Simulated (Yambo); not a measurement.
A G0W0@PBEsol run in Yambo for LaOF (space group P4/nmm, No. 129) (4×4×2 Γ-centred k mesh, 144 bands and a 7 Ry block in the screening, 144 bands in G with the Bruneval-Gonze terminator, plasmon pole fitted at 27.2 eV) gives these matrix elements, in eV, at the band edges ((0.25, 0.25, -0.5) → A):

| state | E0 | <Vxc> | <Σx> | <Σc(E0)> | Z |
|---|---|---|---|---|---|
| valence edge | 0.000 | -19.297 | -24.218 | 4.062 | 0.789 |
| conduction edge | 4.594 | -13.491 | -5.463 | -5.253 | 0.822 |

**Question.** Solve the linearised quasiparticle equation for both states, give the gap, and say how exchange and correlation each act on it.

**Answer.** E = E0 + Z(Σx + Σc − Vxc). Valence: 0.000 + 0.789 × (-24.218 + (4.062) − (-19.297)) = -0.68 eV. Conduction: 4.594 + 0.822 × (-5.463 + (-5.253) − (-13.491)) = 6.87 eV. The gap is 7.55 eV, against 4.59 eV in PBEsol. Replacing Vxc by bare exchange alone would open it by 12.95 eV; correlation takes back 9.32 eV of that, and Z scales what is left. Nearest settings tried, and what they do to the gap: 1 Ry block (17 vectors against 221): +1572 meV. Not varied: bands in G, bands in W, mesh. So the settings aren't converged at that level. Among the k points computed, the smallest G0W0 gap is 7.07 eV, (0.25, 0.25, -0.5) → M. The 4f states are in the valence at their DFT position.

Geometry of the Materials Project entry, not relaxed at this level; primitive cell a = b = 4.069 Å, c = 5.814 Å, α = β = γ = 90.00°.

The structure is a Materials Project entry; no match was found in the copy of COD used, and its stability was not checked.
